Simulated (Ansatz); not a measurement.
# GaHCl in Ansatz, relaxation

The command:

```bash
ansatz run input.yaml --threads 2 --pin off --max-ram 2560MiB --backend cpu --events-out ev --progress --plain --runs-dir out
```

input.yaml:

```yaml
crystal:
  lattice:
    - [1.764738, 3.056615, 0.0]
    - [-1.764738, 3.056615, 0.0]
    - [-1.764738, 1.018868, 8.633793]
  atoms:
    - { symbol: H, position: [0.198, 0.604, 0.594] }
    - { symbol: H, position: [0.802, 0.396, 0.406] }
    - { symbol: Cl, position: [0.3893, 0.2214, 0.1679] }
    - { symbol: Cl, position: [0.6107, 0.7786, 0.8321] }
    - { symbol: Ga, position: [0.11723, 0.76554, 0.35169] }
    - { symbol: Ga, position: [0.88277, 0.23446, 0.64831] }
  symmetry: { tolerance: 0.0003 }
kpoints:
  mp_grid: { grid: [6, 6, 6], shift: [0, 0, 0] }
magnetization:
  spin_polarized: false
scf:
  occupations: { method: fermi_dirac }
  lower_state_search: "off"
hamiltonian:
  pseudopotentials: { kind: paw }
  xc: r2scan
basis:
  ecutwfc: 500
  fft_grid_basis: typed
relax:
  max_steps: 80
  cell: { p_target: 0.0 }
  f_tol: 0.03
output:
  forces: true
  stress: true
  eigenvalues: true
  bader: true
  populations: true
  elf: true
  write_potential: true
  volumetric_format: npy
  dos:
    e_range: [-12, 8]
    de: 0.05
    projected: { site_lists: { Cl: [Cl], Ga: [Ga], H: [H] } }
  write_density: true
checkpoint:
  read: saved_state
```

Origin of the cell: a known structure type with other elements, at an estimated volume, so it need not be a known compound.

The smearing width isn't typed, so it takes its default of 0.1 eV.

The saved state is a converged single point of the same cell.

Steps («new basis» is an SCF on plane waves selected anew at the same cell):

```tsv
step	ΔF (meV/atom)	max force component (eV/Å)	P (GPa)	volume (Å³)	SCF iterations	step was
1	0.0	0.822	0.83	93.14	6	accepted
2	-34.5	0.382	-1.39	94.50	8	accepted
3	-48.4	0.190	-0.41	96.74	8	accepted
4	-51.7	0.363	-0.94	96.69	7	accepted
5	-54.2	0.131	-0.31	96.64	7	accepted
6	-56.8	0.135	0.02	96.66	7	accepted
7	-66.2	0.156	0.46	97.06	7	accepted
8	-69.9	0.214	1.85	97.32	8	accepted
9	-73.2	0.019	0.19	99.52	7	accepted
10	-73.5	0.034	0.14	100.13	7	accepted
11	-73.5	0.065	0.04	100.89	9	accepted
12	-73.7	0.005	0.00	101.05	6	accepted
13	-74.6	0.004	0.04	101.05	8	new basis
14	-74.6	0.004	0.00	101.51	6	accepted
15	-74.6	0.004	0.00	101.51	5	new basis
```

Step 1, with forces in eV/Å:

```xyz
6
Lattice="1.765 3.057 0.000 -1.765 3.057 0.000 -1.765 1.019 8.634" Properties=species:S:1:pos:R:3:forces:R:3 pbc="T T T" step=1
H    -1.765    3.057    5.128    0.000    0.000   -0.151
H     0.000    4.075    3.505    0.000    0.000    0.151
Cl    0.000    2.038    1.450    0.000    0.000   -0.150
Cl   -1.765    5.094    7.184    0.000    0.000    0.150
Ga   -1.765    3.057    3.036    0.000    0.000   -0.822
Ga    0.000    4.075    5.597    0.000    0.000    0.822
```

Step 2, with forces in eV/Å:

```xyz
6
Lattice="1.736 3.006 0.000 -1.736 3.006 0.000 -1.736 1.002 9.054" Properties=species:S:1:pos:R:3:forces:R:3 pbc="T T T" step=2
H    -1.736    3.006    5.267    0.000    0.000    0.353
H     0.000    4.009    3.787    0.000    0.000   -0.353
Cl    0.000    2.004    1.399    0.000    0.000    0.165
Cl   -1.736    5.011    7.655    0.000    0.000   -0.165
Ga   -1.736    3.006    2.999    0.000    0.000    0.382
Ga    0.000    4.009    6.055    0.000    0.000   -0.382
```

Step 3, with forces in eV/Å:

```xyz
6
Lattice="1.726 2.989 0.000 -1.726 2.989 0.000 -1.726 0.996 9.376" Properties=species:S:1:pos:R:3:forces:R:3 pbc="T T T" step=3
H    -1.726    2.989    5.459    0.000    0.000    0.185
H     0.000    3.986    3.916    0.000    0.000   -0.185
Cl    0.000    1.993    1.617    0.000    0.000   -0.170
Cl   -1.726    4.982    7.758    0.000    0.000    0.170
Ga   -1.726    2.989    3.209    0.000    0.000    0.190
Ga    0.000    3.986    6.167    0.000    0.000   -0.190
```

Step 4, with forces in eV/Å:

```xyz
6
Lattice="1.699 2.942 0.000 -1.699 2.942 0.000 -1.699 0.981 9.675" Properties=species:S:1:pos:R:3:forces:R:3 pbc="T T T" step=4
H    -1.699    2.942    5.707    0.000    0.000    0.034
H     0.000    3.923    3.967    0.000    0.000   -0.034
Cl    0.000    1.961    1.646    0.000    0.000    0.326
Cl   -1.699    4.903    8.028    0.000    0.000   -0.326
Ga   -1.699    2.942    3.326    0.000    0.000   -0.363
Ga    0.000    3.923    6.349    0.000    0.000    0.363
```

Step 5, with forces in eV/Å:

```xyz
6
Lattice="1.701 2.946 0.000 -1.701 2.946 0.000 -1.701 0.982 9.642" Properties=species:S:1:pos:R:3:forces:R:3 pbc="T T T" step=5
H    -1.701    2.946    5.702    0.000    0.000    0.019
H     0.000    3.928    3.940    0.000    0.000   -0.019
Cl    0.000    1.964    1.659    0.000    0.000    0.057
Cl   -1.701    4.910    7.983    0.000    0.000   -0.057
Ga   -1.701    2.946    3.301    0.000    0.000   -0.131
Ga    0.000    3.928    6.341    0.000    0.000    0.131
```

Step 6, with forces in eV/Å:

```xyz
6
Lattice="1.695 2.936 0.000 -1.695 2.936 0.000 -1.695 0.979 9.712" Properties=species:S:1:pos:R:3:forces:R:3 pbc="T T T" step=6
H    -1.695    2.936    5.779    0.000    0.000    0.102
H     0.000    3.914    3.934    0.000    0.000   -0.102
Cl    0.000    1.957    1.668    0.000    0.000   -0.038
Cl   -1.695    4.893    8.044    0.000    0.000    0.038
Ga   -1.695    2.936    3.302    0.000    0.000   -0.135
Ga    0.000    3.914    6.410    0.000    0.000    0.135
```

Step 7, with forces in eV/Å:

```xyz
6
Lattice="1.685 2.918 0.000 -1.685 2.918 0.000 -1.685 0.973 9.871" Properties=species:S:1:pos:R:3:forces:R:3 pbc="T T T" step=7
H    -1.685    2.918    5.982    0.000    0.000   -0.045
H     0.000    3.891    3.890    0.000    0.000    0.045
Cl    0.000    1.945    1.676    0.000    0.000   -0.156
Cl   -1.685    4.863    8.196    0.000    0.000    0.156
Ga   -1.685    2.918    3.304    0.000    0.000   -0.110
Ga    0.000    3.891    6.568    0.000    0.000    0.110
```

Step 8, with forces in eV/Å:

```xyz
6
Lattice="1.652 2.862 0.000 -1.652 2.862 0.000 -1.652 0.954 10.290" Properties=species:S:1:pos:R:3:forces:R:3 pbc="T T T" step=8
H    -1.652    2.862    6.346    0.000    0.000   -0.012
H     0.000    3.816    3.945    0.000    0.000    0.012
Cl    0.000    1.908    1.684    0.000    0.000   -0.214
Cl   -1.652    4.770    8.606    0.000    0.000    0.214
Ga   -1.652    2.862    3.321    0.000    0.000    0.137
Ga    0.000    3.816    6.969    0.000    0.000   -0.137
```

Step 9, with forces in eV/Å:

```xyz
6
Lattice="1.670 2.893 0.000 -1.670 2.893 0.000 -1.670 0.964 10.298" Properties=species:S:1:pos:R:3:forces:R:3 pbc="T T T" step=9
H    -1.670    2.893    6.379    0.000    0.000    0.010
H     0.000    3.857    3.919    0.000    0.000   -0.010
Cl    0.000    1.929    1.648    0.000    0.000   -0.009
Cl   -1.670    4.822    8.649    0.000    0.000    0.009
Ga   -1.670    2.893    3.297    0.000    0.000   -0.019
Ga    0.000    3.857    7.000    0.000    0.000    0.019
```

Step 10, with forces in eV/Å:

```xyz
6
Lattice="1.670 2.893 0.000 -1.670 2.893 0.000 -1.670 0.964 10.360" Properties=species:S:1:pos:R:3:forces:R:3 pbc="T T T" step=10
H    -1.670    2.893    6.447    0.000    0.000   -0.013
H     0.000    3.858    3.913    0.000    0.000    0.013
Cl    0.000    1.929    1.647    0.000    0.000   -0.004
Cl   -1.670    4.822    8.713    0.000    0.000    0.004
Ga   -1.670    2.893    3.297    0.000    0.000   -0.034
Ga    0.000    3.858    7.063    0.000    0.000    0.034
```

Step 11, with forces in eV/Å:

```xyz
6
Lattice="1.672 2.896 0.000 -1.672 2.896 0.000 -1.672 0.965 10.418" Properties=species:S:1:pos:R:3:forces:R:3 pbc="T T T" step=11
H    -1.672    2.896    6.536    0.000    0.000    0.026
H     0.000    3.861    3.882    0.000    0.000   -0.026
Cl    0.000    1.931    1.605    0.000    0.000   -0.016
Cl   -1.672    4.826    8.813    0.000    0.000    0.016
Ga   -1.672    2.896    3.248    0.000    0.000    0.065
Ga    0.000    3.861    7.170    0.000    0.000   -0.065
```

Step 15, with forces in eV/Å:

```xyz
6
Lattice="1.671 2.895 0.000 -1.671 2.895 0.000 -1.671 0.965 10.490" Properties=species:S:1:pos:R:3:forces:R:3 pbc="T T T" step=15
H    -1.671    2.895    6.569    0.000    0.000   -0.001
H     0.000    3.860    3.921    0.000    0.000    0.001
Cl    0.000    1.930    1.648    0.000    0.000    0.004
Cl   -1.671    4.825    8.842    0.000    0.000   -0.004
Ga   -1.671    2.895    3.297    0.000    0.000   -0.003
Ga    0.000    3.860    7.193    0.000    0.000    0.003
```

| Item | Value |
| --- | --- |
| Free energy lowered by | 74.6 meV/atom |
| Volume change | 8.98 % |
| Final pressure | 0.00 GPa |
| Relaxation steps listed | 15 |

Caveats: no spin, though holes on the anions or broken bonds may carry moments; the k mesh is coarse if the cell is a metal; the relaxation held the start's symmetry, so the end may be a saddle point.

Time: 99 s on 2 threads of Intel(R) Xeon(R) Platinum 8488C (Sapphire Rapids), on a shared host, peak memory 0.78 GiB, from a saved density.
